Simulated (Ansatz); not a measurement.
GaIr3N:
```xyz
5
Lattice="4.0463 0.0000 0.0000 0.0000 4.0463 0.0000 0.0000 0.0000 4.0463" Properties=species:S:1:pos:R:3 pbc="T T T"
Ga     0.0000     0.0000     0.0000
Ir     0.0000     2.0231     2.0231
Ir     2.0231     0.0000     2.0231
Ir     2.0231     2.0231     0.0000
N      2.0231     2.0231     2.0231
```

This is the PBEsol-relaxed structure.

**Question.** All from PBEsol (plane waves, PAW; program Ansatz), unless another level is named. Give the electronic character.

**Answer.** metallic (no gap).

**Question.** Give the formation energy from the elements (no fitted shifts).

**Answer.** 0.54 eV/atom.

**Question.** Predict the density of states at the Fermi level.

**Answer.** 0.95 states/eV per atom (mean over ±0.08 eV).

**Question.** Next, the gap with spin–orbit coupling?

**Answer.** none (metallic).

Space group Pm-3m (anti-perovskite). The start of the workflow was typed in or built on a structure type; neither database checked (COD, Materials Project) lists it. Its standing as an ambient phase is unchecked. The cell was relaxed with PBEsol under the symmetry of its start. At this level the phase is dynamically unstable (imaginary phonons). The workflow began spin-polarised and lost its moments. The volume moved by 17 % from the start of the relaxation. Its formation energy is positive at this level, so the cell may be metastable or incomplete. The references are the lowest solids computed at this level, not always the standard phases (solids in place of the gases). Spin–orbit coupling is left out wherever it is not named.

Potentials: the earlier of the program's two PAW sets. The files were generated under PBE; for other functionals the program regenerates the frozen cores, and for LDA and PBEsol the local potential too.
